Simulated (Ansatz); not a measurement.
## Structure relaxation, WSe₂

The start is a randomly generated symmetric cell of WSe2 (space group No. 65). Cell shape, volume and atoms are optimised at zero target pressure with PBE (plane waves to 420 eV, PAW, scalar-relativistic; Ansatz, a program for electronic structure). First-step values are on the input's coarse k-mesh.

Ansatz input (later rounds restart from its end on a renewed k-mesh):
Ansatz 0.2 input:
```yaml
crystal:
  lattice:
    - [2.2929296, -2.446308, 0]
    - [2.2929296, 2.446308, 0]
    - [0, 0, 6.3330854]
  atoms:
    - { symbol: Se, position: [0, 0.5, 0] }
    - { symbol: Se, position: [0.5, 0, 0] }
    - { symbol: W, position: [0, 0, 0.5] }
basis: { ecutwfc: 420, ecutrho_ratio: 4, xc_grid: 2, fft_grid_basis: typed }
kpoints: { mp_grid: { grid: [7, 7, 4] } }
hamiltonian:
  xc: pbe
  dispersion: none
  pseudopotentials: { azcp: { folder: ./paw }, kind: paw }
scf: { occupations: { method: fermi_dirac, width: 0.05 } }
relax: { f_tol: 0.01, max_steps: 100, cell: { stress_tol: 0.02 } }
output: { forces: true, stress: true }
```

- Initial pressure = +7 GPa (positive: the cell is compressed)
- Outcome = The space group goes from Cmmm (No. 65) to P4/mmm (No. 123), with 3 atoms in the primitive cell
- Volume change = -14.8 %, from 23.68 to 20.18 Å³/atom
- Shortest distances (start → end) = The closest pairs of elements (up to four, under 3.6 Å), start → end: Se–Se 2.29 → 3.09 Å; Se–W 3.58 → 2.70 Å; W–W 3.35 → 3.09 Å
- Band gap at the end = zero (metallic)
- Optimiser moves = 35

Final structure:

Space group P4/mmm (No. 123); a = b = 4.4234 Å, c = 3.0939 Å, α = β = γ = 90.00°

```csv
atom,site,symmetry,x,y,z
Se,2f,mmm.,0.0000,0.5000,0.0000
W,1b,4/mmm,0.0000,0.0000,0.5000
```

Final values are on a 11×11×15 k-mesh of the relaxed cell. No spin polarisation in the result.

The run could not lower the symmetry of its start; a shaken copy of this end point relaxes with PBE to Cmc2₁ (No. 36), 0.53 eV/atom lower.

The relaxed structure here is a generated cell of WSe2: the first start was made by a random draw of sites in a space group, and the end was not matched to a known phase here, so it may be hypothetical. Known forms of WSe2 include space group No. 194.
